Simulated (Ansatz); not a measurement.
PbS:
```xyz
2
Lattice="0.0000 2.9756 2.9756 2.9756 0.0000 2.9756 2.9756 2.9756 0.0000" Properties=species:S:1:pos:R:3 pbc="T T T"
Pb     2.9756     2.9756     2.9756
S      0.0000     0.0000     0.0000
```

The program Ansatz at the r²SCAN+D4 level (PAW) gives a gap of 0.65 eV without spin–orbit coupling, maximum at L, minimum at L.

**Question.** What happens when spin–orbit coupling is switched on?

**Answer.** The gap falls by 0.50 eV, to 0.15 eV; maximum at L, minimum at L.

**Question.** Give the electron effective mass with spin–orbit coupling.

**Answer.** 0.052, 0.052, 0.070 mₑ (principal values).

**Question.** Give the hole effective mass with spin–orbit coupling.

**Answer.** 0.050, 0.050, 0.074 mₑ (principal values).

Space group Fm-3m (rock salt). Symmetry was held in the r²SCAN+D4 relaxation.

Potentials: the later of the program's two PAW sets.
